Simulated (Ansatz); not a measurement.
# Ti₃SiO₈ (rutile sites, Cmmm) by several functionals

All numbers come from the plane-wave code Ansatz. (Calculated; spin-unpolarised; the phase may be known or hypothetical.)

A 12-atom cell of Ti₃SiO₈ built on the rutile structure (relaxed group Cmmm), relaxed with r2SCAN. It is orthorhombic, Cmmm (No. 65); a = 6.341 Å, b = 6.357 Å, c = 5.787 Å in the conventional setting, 9.72 Å³ an atom. Around Ti lie 6 O at 1.93–1.98 Å and 2 Ti at 2.82–2.96 Å; around Ti lie 6 O at 1.94–1.97 Å; around O lie 1 Si at 1.78 Å and 2 Ti at 1.97–1.98 Å; around O lie 3 Ti at 1.93–1.94 Å; around Si lie 6 O at 1.78–1.85 Å; around O lie 1 Si at 1.85 Å and 2 Ti at 1.94 Å.

```cif
data_structure
_symmetry_space_group_name_H-M 'Cmmm'
_symmetry_Int_Tables_number 65
_cell_length_a 6.3405
_cell_length_b 6.3575
_cell_length_c 5.7867
_cell_angle_alpha 90.000
_cell_angle_beta 90.000
_cell_angle_gamma 90.000
_cell_volume 233.26
loop_
_atom_site_label
_atom_site_type_symbol
_atom_site_symmetry_multiplicity
_atom_site_Wyckoff_symbol
_atom_site_fract_x
_atom_site_fract_y
_atom_site_fract_z
_atom_site_occupancy
Ti1 Ti 4 l 0.50000 0.00000 0.25599 1
Ti2 Ti 2 a 0.00000 0.00000 0.00000 1
O1 O 8 o 0.18781 0.00000 0.27044 1
O2 O 4 i 0.50000 0.80492 0.00000 1
Si1 Si 2 d 0.00000 0.00000 0.50000 1
O3 O 4 j 0.50000 0.79045 0.50000 1
```

On this one geometry the levels give:

| level | k mesh | gap (eV) | kind | edges | least direct gap (eV) |
| --- | --- | --- | --- | --- | --- |
| PBE | 6×6×4 | 1.61 | direct | Γ | 1.61 |
| r2SCAN | 6×6×4 | 1.97 | indirect | Γ → Y | 1.98 |
| HSE06 | 4×4×4 | 3.15 | direct | Γ | 3.15 |
| PBE0 | 4×4×4 | 3.92 | direct | Γ | 3.92 |

PBE: smearing of 0.02 eV; the others have fixed occupations.
Wave cutoffs: 420 eV, 500 eV (r2SCAN).

HSE06 gives a direct gap of 3.15 eV at Γ. The lowest empty level at Y lies only 11 meV higher, so the place of the conduction bottom isn't settled.

r2SCAN covers 24 % of the step from PBE to HSE06. Direct and least gap lie within 0.04 eV at some levels, so the kind of gap isn't settled.

On the PBEsol cell (a = 6.337 Å, b = 6.358 Å, c = 5.770 Å), with PBEsol: One optical level at Γ is imaginary (156i cm⁻¹, printed negative), so this structure is unstable at this level. By the program's warning the force constants, and with them frequencies and ε⁰, aren't converged on this mesh. ε∞: 6.65, 6.43 and 7.70 along x, y and z. Born charges, averaged over directions: Ti +6.16 to +6.74, O -3.23 to -2.87, Si +4.84 e. The program notes that the ground state's band table doesn't vouch for all the bands that the response reads.

The meshes of the hybrids are coarse, so their gaps aren't converged to the digits shown.
